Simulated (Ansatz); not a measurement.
Method: r2SCAN, no spin polarisation; PAW, plane waves to 500 eV, 5×5×6 Γ-centred mesh, fermi-dirac occupations (width 0.1 eV) (Ansatz 0.2.0), atoms fixed.

Computed maps in the lattice plane spanned by b (left to right, 6.52 Å, 20 points from zero) and c (bottom to top, 6.41 Å, 19 points from zero), 85° apart, at height 0.500 along a. The fields are smooth PAW ones with compensation charges, not the true ones near nuclei.

Valence density. Digits on a logarithmic scale: 0 up to 0.03 e/Å³, each further digit a factor of 1.6, 9 from 1.3 e/Å³ up:
```
54222346999997678887
64211235799986788888
74211234567766788478
74211245555545688688
64201245554434578888
53101244544322356776
31000234443211134454
10000122332110011222
00000011111111110000
01222110001233332000
24555421012355543201
45777642113567764322
57888864324577765433
67877875444677765444
68877886555667665555
67888886677666555556
66777776899976545566
65556667999997555666
54334457999997666776
```

**Question.** The cell is KMoP2S7. Which atoms lie within 0.2 Å of this plane, and where (fractions of b and c)?

**Answer.** Mo at (0.50, 0.00), S at (0.18, 0.23), S at (0.86, 0.82). The whole cell:
```
Mo K P S
1.0
     4.33024    4.87451    0.00000
     4.33024   -4.87451    0.00000
     0.89044    0.00000   -6.35111
Mo K P S
1 1 2 7
Direct
  0.50000 0.50000 0.00000
  0.09620 0.90380 0.50000
  0.04840 0.35480 0.92040
  0.64520 0.95160 0.07960
  0.81910 0.47250 0.76900
  0.52750 0.18090 0.23100
  0.51240 0.85560 0.82190
  0.14440 0.48760 0.17810
  0.31280 0.36760 0.71640
  0.63240 0.68720 0.28360
  0.97720 0.02280 0.00000
```

Origin: a known structure type with other elements, at an estimated volume, so it need not be a known compound. Caveats: many states at the Fermi level without spin polarisation, so a magnetic state may lie lower.
